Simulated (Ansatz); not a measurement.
Here is the system:

InMo2C:
```
InMo2C
1.0
    3.12641     0.00000     0.00000
   -1.56320     2.70755     0.00000
    0.00000     0.00000    14.02168
In Mo C
2 4 2
Direct
  0.33333   0.66667   0.75000
  0.66667   0.33333   0.25000
  0.33333   0.66667   0.07988
  0.66667   0.33333   0.57988
  0.66667   0.33333   0.92012
  0.33333   0.66667   0.42012
  0.00000   0.00000   0.00000
  0.00000   0.00000   0.50000
```

This is the PBE-relaxed structure.

**Question.** All from the program Ansatz at the PBE level (PAW), unless another level is named. Give the electronic character.

**Answer.** metallic (no gap).

**Question.** Predict the density of states at the Fermi level.

**Answer.** 0.66 states/eV per atom (mean over ±0.08 eV).

**Question.** And the formation energy from the elements (no fitted shifts)?

**Answer.** 0.000 eV/atom.

**Question.** Next, the gap with spin–orbit coupling?

**Answer.** none (metallic).

Space group P6_3/mmc. The start of the workflow was typed in or built on a structure type; neither database checked (COD, Materials Project) lists it. Its standing as an ambient phase is unchecked. The cell was relaxed with PBE under the symmetry of its start; its stability against distortions is not shown here. No spin polarisation was allowed. The references are the lowest solids computed at this level, not always the standard phases. Scalar-relativistic: spin–orbit coupling is off unless named, which matters more the heavier the elements.

Potentials: the earlier of the program's two PAW sets.
